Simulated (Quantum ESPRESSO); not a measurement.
# Band energies of In

```
CELL_PARAMETERS angstrom
     -1.69470     1.69470     2.29737
      1.69470    -1.69470     2.29737
      1.69470     1.69470    -2.29737
ATOMIC_POSITIONS crystal
  In 0.00000 0.00000 0.00000
```

PBEsol (pw.x of Quantum ESPRESSO, ONCV potentials, no spin-orbit coupling); path ΓXYSΓZS1NPY1Z,XP; energies in eV from the Fermi level.

```
k (1/Å)  point  band 2  band 3  band 4  band 5  band 6  band 7  band 8  band 9
-------  -----  ------  ------  ------  ------  ------  ------  ------  ------
0.00         Γ  -14.60  -14.54  -14.44  -14.39   -9.52   10.40   10.51   10.51
0.76            -14.59  -14.36  -14.36  -14.32   -7.08    4.41    5.57    5.76
1.31         X  -14.70  -14.27  -14.24  -14.20   -2.38   -2.35    4.10    4.33
1.55            -14.68  -14.29  -14.29  -14.21   -2.25   -2.07    3.00    3.33
2.02         Y  -14.57  -14.49  -14.36  -14.21   -1.52   -0.19    0.02    1.50
2.45         S  -14.60  -14.33  -14.32  -14.26   -1.85   -1.02    0.27    4.48
2.55            -14.55  -14.37  -14.36  -14.28   -2.49   -0.56    0.11    4.92
3.26            -14.52  -14.50  -14.47  -14.35   -7.95    4.58    4.90    9.77
3.88         Γ  -14.60  -14.54  -14.44  -14.39   -9.52   10.40   10.51   10.51
3.98            -14.60  -14.55  -14.44  -14.39   -9.48   10.22   10.22   10.24
4.76            -14.60  -14.33  -14.33  -14.32   -6.30    4.19    4.80    4.80
5.25         Z  -14.71  -14.27  -14.22  -14.22   -1.91   -1.66    3.63    3.63
5.46            -14.69  -14.29  -14.25  -14.23   -1.68   -1.60    2.03    3.84
5.67        S1  -14.60  -14.33  -14.32  -14.26   -1.85   -1.02    0.27    4.48
6.31            -14.57  -14.55  -14.30  -14.25   -4.19   -3.15    7.21    7.31
6.52         N  -14.60  -14.55  -14.27  -14.25   -4.34   -3.37    7.95    8.64
7.03            -14.57  -14.42  -14.39  -14.28   -3.42   -2.13    2.99    4.33
7.44         P  -14.53  -14.53  -14.37  -14.24   -1.79   -0.12   -0.12    1.23
7.71            -14.56  -14.40  -14.36  -14.26   -2.15   -0.96   -0.04    3.38
8.43        Y1  -14.57  -14.49  -14.36  -14.21   -1.52   -0.19    0.02    1.50
9.03         Z  -14.71  -14.27  -14.22  -14.22   -1.91   -1.66    3.63    3.63
9.03         X  -14.70  -14.27  -14.24  -14.20   -2.38   -2.35    4.10    4.33
9.71         P  -14.53  -14.53  -14.37  -14.24   -1.79   -0.12   -0.12    1.23
```

A metal at this level: along this path bands 7, 8 cross the Fermi level.

Spin-orbit splittings are left out.

Geometry of the Materials Project entry, not relaxed at this level.
